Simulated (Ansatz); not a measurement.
Rigid (100) slab of Eu, space group Im-3m (No. 229):

```yaml
crystal:
  lattice:
    - [4.38503, 0.00000, 0.00000]
    - [0.00000, 4.38503, 0.00000]
    - [0.00000, 0.00000, 23.57755]
  atoms:
    - { symbol: Eu, position: [0.50000, 0.50000, 0.36051] }
    - { symbol: Eu, position: [0.00000, 0.00000, 0.45350] }
    - { symbol: Eu, position: [0.50000, 0.50000, 0.54052] }
    - { symbol: Eu, position: [0.00000, 0.00000, 0.63979] }
```

Level of theory: DFT PBE, scalar-relativistic, plane waves, PAW in Ansatz. Settings: cutoff 420 eV, Γ-centred mesh 7×7×1 on the computed 5-atom cell, Gaussian smearing of 0.10 eV; collinear spin with starting moments 7.8 7.8 7.8 7.8 1.0 μB. A dipole correction removes the field between periodic images along c.

An adatom of F is held over the places (i/4, j/4) of the 1×1 surface cell, counted from the highest atom (Eu), and only its height relaxes; one adatom per 19.2 Å².

(1) What is the energy landscape, counted from its lowest point?

The slab is thin and held rigid, with forces of up to 0.7 eV/Å left on its atoms, so relaxing it could reorder the places.

The state reached may not be the lowest one. Spin-orbit coupling is left out, which matters for the bands of heavy elements. Without a Hubbard U the f levels lie too near the Fermi level, so gaps, band edges and the localisation of f electrons are unreliable. Semilocal functionals without U can misjudge the magnetic state of such a slab.

Answers

(1) Energies in eV:

| i | j=0 | j=1 | j=2 | j=3 |
| --- | --- | --- | --- | --- |
| 0 | 1.09 | 0.87 | 0.00 | 0.87 |
| 1 | 0.87 | 0.75 | 0.13 | 0.75 |
| 2 | 0.00 | 0.13 | 0.57 | 0.13 |
| 3 | 0.87 | 0.75 | 0.13 | 0.75 |

Heights over the highest slab atom in Å:

```
i   j=0    j=1    j=2    j=3
0  2.02   1.73   0.77   1.73
1  1.73   1.40  -0.02   1.40
2  0.77  -0.02   0.04  -0.02
3  1.73   1.40  -0.02   1.40
```
